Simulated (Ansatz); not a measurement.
input.yaml (Ansatz)

```yaml
crystal:
  lattice:
    - [0.0, 2.6046763945, 2.6046763945]
    - [2.6046763945, 0.0, 2.6046763945]
    - [2.6046763945, 2.6046763945, 0.0]
  atoms:
    - { symbol: Ru, position: [0.125, 0.125, 0.125] }
    - { symbol: Ru, position: [0.875, 0.875, 0.875] }
hamiltonian:
  xc: lda
  pseudopotentials:
    kind: paw
    azcp:
      Ru: "pseudopotentials/Ru.paw.azcp"
basis:
  ecutwfc: 420
  fft_grid_basis: typed
kpoints:
  mp_grid: { grid: [11, 11, 11], shift: [0, 0, 0] }
magnetization:
  spin_polarized: false
scf:
  occupations: { method: fermi_dirac, width: 0.1 }
  lower_state_search: "off"
output:
  stress: true
```

Terminal output

```
Warning: the record states the generating functional pbe (its physics header spells it `PBE`), which answers neither for hamiltonian.xc's functional nor for the lda family's — results may be inconsistent (PPs are generated against a specific XC)
Engine: ansatz 0.2.0, aarch64-unknown-linux-gnu
Pseudopotentials: kind: paw
Pseudopotential: Ru, paw, valence charge 16, recommended cutoff 420 eV (normal) 
Functional definition: SPW92
  exchange = slater_x
  correlation = pw_c
Crystal: 2 atoms, lattice volume = 35.342 Å³
Basis set: ecut = 420 eV, 701 PW (Γ)
Bands: 20, of which v1, the nominal top of the filled ones, is band 16 counted from 1 (15 counted from 0)
Symmetry: 48 space group operations
Space group: Fd-3m (ITA 227), of the structure as read, at distance tolerance 3.3e-5 Å
k-points: 56 of 1331
Non-local potential: Ru, projectors of the file, l = 0: 3, l = 1: 2, l = 2: 2, l = 3: 1
PAW form: soft (Blöchl's): semilocal exchange-correlation on the pseudo side does not see the compensation charge
PAW frozen core: Ru, regenerated for the run's functional, and the local potential with it (the file was generated under x = pbe(κ = 0.804, μ = 0.2195149727645171), c = pbe(β = 0.06672455060314922))
PAW one-centre angular grid: Ru, 590 points (default); XC on 64 Gauss nodes
Initial density: superposition of atomic densities (neutral atoms: chi_scale 0, normalization atom), corrected by the library's trained network
Initial wavefunctions: pseudopotential atomic-orbital guess
Functional: x = slater, c = lda
SCF iter   1: F=—  HF=-11513.655408 eV  |F-HF|=—  |Δ(HF+E_count)|=         —  Δρ=5.69e-3  dr2=2.52e-3  ethr=1.77e-3  ⟨swp⟩=5.1  Hψ=4959  notcnv=0
SCF iter   2: F=—  HF=-11513.655942 eV  |F-HF|=—  |Δ(HF+E_count)|=   5.34e-4  Δρ=3.21e-3  dr2=8.45e-4  ethr=7.88e-6  ⟨swp⟩=2.2  Hψ=2047  notcnv=0
SCF iter   3: F=—  HF=-11513.655984 eV  |F-HF|=—  |Δ(HF+E_count)|=   4.19e-5  Δρ=3.16e-4  dr2=2.07e-5  ethr=2.64e-6  ⟨swp⟩=2.5  Hψ=1553  notcnv=0
SCF iter   4: F=—  HF=-11513.655986 eV  |F-HF|=—  |Δ(HF+E_count)|=   2.20e-6  Δρ=8.40e-5  dr2=2.11e-6  ethr=6.46e-8  ⟨swp⟩=2.1  Hψ=1801  notcnv=0
SCF iter   5: F=—  HF=-11513.655987 eV  |F-HF|=—  |Δ(HF+E_count)|=   5.62e-7  Δρ=2.34e-5  dr2=1.60e-7  ethr=6.61e-9  ⟨swp⟩=2.3  Hψ=1523  notcnv=0
SCF iter   6: F=-11513.655987 eV  HF=-11513.655987 eV  |F-HF|=1.36e-9  |Δ(HF+E_count)|=   3.27e-9  Δρ=7.67e-6  dr2=1.40e-8  ethr=3.13e-10  ⟨swp⟩=4.0  Hψ=3586  notcnv=0
SCF 1 converged in 6 iterations: F = -11513.655987 eV  dr2 = 1.40e-8
SCF converged after 6 iterations
Free energy (F): -11513.655987 eV
Harris-Foulkes:  -11513.655987 eV  (|F-HF|=1.36e-9)
Internal energy: -11513.602815 eV  (E = F + TS)
E sigma→0 (E₀):  -11513.629401 eV
Entropy (-TS):   -0.053172 eV (-26.586 meV/atom)
Fermi energy:    16.754492 eV
--- Per-component energies (eV) ---
  E_band       = -319.302132
  E_kinetic    = 1038.303122
  E_local      = -3630.649333  (includes V_loc(G=0)·N_el)
  E_nonlocal   = 703.358981
  E_hartree    = 1250.977980
  E_xc         = -378.848938
  E_vxc        = -477.520698  (∫ρ·V_xc dr)
  E_paw        = -6686.012241  (= ΣΔE_a)
  E_vpaw       = -454.751196  (= ΣTr[D̂ρ^β])
  E_aug_tail   = -0.000418  (compensation charges beyond the density's cutoff)
  E_ewald      = -3811.875337
  E_core_change = 1.143370  (= ΣΔE_core)
  E_smearing   = -0.053172  (= −TS)
  E_closure    = 0.000000  (closes the sum)
  Σ components = -11513.655987   (vs F -11513.655987, Δ=0.00e0)
--- Stress (GPa, compression-positive) ---
       19.590559      -0.000000       0.000000
       -0.000000      19.590559       0.000000
       -0.000000       0.000000      19.590559
  P = ⅓ Tr σ = 19.5906 GPa (195.906 kbar)
```
